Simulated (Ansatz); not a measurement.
As:
```yaml
crystal:
  lattice:
    - [3.62048, 0.00000, 0.00000]
    - [0.00000, 4.77250, 0.00000]
    - [0.00000, 0.00000, 31.00000]
  atoms:
    - { symbol: As, position: [0.00000, 0.57477, 0.46195] }
    - { symbol: As, position: [0.00000, 0.42523, 0.53805] }
    - { symbol: As, position: [0.50000, 0.92523, 0.46195] }
    - { symbol: As, position: [0.50000, 0.07477, 0.53805] }
```
Free-standing layer in the xy plane with vacuum along z and no interaction between images.

In-plane strain on the r²SCAN+D4-relaxed layer, atoms relaxed; r²SCAN+D4 in the plane-wave PAW code Ansatz. Band edges on the k-mesh, from the upper vacuum level. Strained cells keep their symmetry and size, so buckling under compression is not allowed; words on stability below refer to the unstrained layer.

| strain x / y (%) | ΔE (meV/atom) | tension xx (N/m) | tension yy (N/m) | thickness (Å) | VBM (eV) | CBM (eV) |
|---|---|---|---|---|---|---|
| -4 / -4 | ___ | ___ | ___ | ___ | ___ | ___ |
| -2 / -2 | 8.2 | -2.18 | -1.03 | 2.37 | -4.72 | -3.95 |
| -1 / 0 | ___ | ___ | ___ | ___ | ___ | ___ |
| 0 / -1 | 0.3 | -0.22 | -0.25 | 2.36 | -4.85 | -3.85 |
| 0 / 0 | 0.0 | 0.00 | -0.01 | 2.36 | -4.92 | -3.83 |
| 0 / 1 | 0.3 | 0.20 | 0.23 | 2.35 | -4.96 | -3.82 |
| 1 / 0 | 1.0 | 0.74 | 0.20 | 2.36 | -4.94 | -3.79 |
| 2 / 2 | 7.2 | 1.75 | 0.77 | 2.34 | -5.02 | -3.72 |
| 4 / 4 | 26.8 | 3.13 | 1.34 | 2.33 | -5.11 | -3.94 |

What belongs in the gaps?


- -4 / -4, ΔE (meV/atom): 35.2
- -4 / -4, tension xx (N/m): -4.89
- -4 / -4, tension yy (N/m): -2.39
- -4 / -4, thickness (Å): 2.39
- -4 / -4, VBM (eV): -4.47
- -4 / -4, CBM (eV): -4.07
- -1 / 0, ΔE (meV/atom): 1.1
- -1 / 0, tension xx (N/m): -0.80
- -1 / 0, tension yy (N/m): -0.21
- -1 / 0, thickness (Å): 2.36
- -1 / 0, VBM (eV): -4.91
- -1 / 0, CBM (eV): -3.88

Space group Pmna (puckered). The layer was cut from a bulk entry of the Materials Project (measured or hypothetical); whether that bulk phase is the ambient one, and whether the layer has been isolated, was not checked. Symmetry was held in the r²SCAN+D4 relaxation; whether a distortion lowers the energy is not shown. Spin–orbit coupling is left out wherever it is not named.

Potentials: the later of the program's two PAW sets.
